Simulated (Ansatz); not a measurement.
HfSiO4:
```
CELL_PARAMETERS angstrom
     -3.29168     3.29168     2.98348
      3.29168    -3.29168     2.98348
      3.29168     3.29168    -2.98348
ATOMIC_POSITIONS crystal
  Hf 0.00000 0.00000 0.00000
  Hf 0.75000 0.25000 0.50000
  Si 0.25000 0.75000 0.50000
  Si 0.50000 0.50000 0.00000
  O  0.13331 0.31810 0.81522
  O  0.06810 0.75288 0.68478
  O  0.50288 0.31810 0.18478
  O  0.06810 0.38331 0.31522
  O  0.61669 0.93190 0.68478
  O  0.68190 0.86669 0.18478
  O  0.24712 0.93190 0.31522
  O  0.68190 0.49712 0.81522
```

Relaxed with PBEsol. Special points in fractions of this cell's reciprocal vectors: Γ (0.000, 0.000, 0.000); X (0.000, 0.000, 0.500); M (-0.500, 0.500, 0.500); Z (0.455, 0.455, -0.455); Z0 (-0.455, 0.545, 0.455); P (0.250, 0.250, 0.250); N (0.000, 0.500, 0.000).

Q: List the band energies nearest the valence-band maximum at these points for the program Ansatz at the PBEsol with spin–orbit coupling level (PAW).

A: In eV from the valence-band maximum; about four levels below and three above (degenerate sets whole), none deeper than 8.9 eV; points with the same levels are listed once.

```
k                    below                          above
-  -----------------------  -----------------------------
Γ    -0.49 -0.49 0.00 0.00  5.77 5.77 6.01 6.01 6.01 6.01
X  -0.59 -0.59 -0.59 -0.59            5.38 5.38 5.38 5.38
M  -0.85 -0.85 -0.85 -0.85            6.18 6.18 6.18 6.18
Z  -0.81 -0.81 -0.80 -0.80            6.12 6.12 6.21 6.21
P  -0.49 -0.49 -0.49 -0.49            5.37 5.37 5.40 5.40
N  -0.25 -0.25 -0.19 -0.19            5.65 5.65 5.79 5.79
```

Space group I4_1/amd. Symmetry was held in the PBEsol relaxation. The run is not spin-polarised.

Potentials: the earlier of the program's two PAW sets. The files were generated under PBE; for other functionals the program regenerates the frozen cores, and for LDA and PBEsol the local potential too.
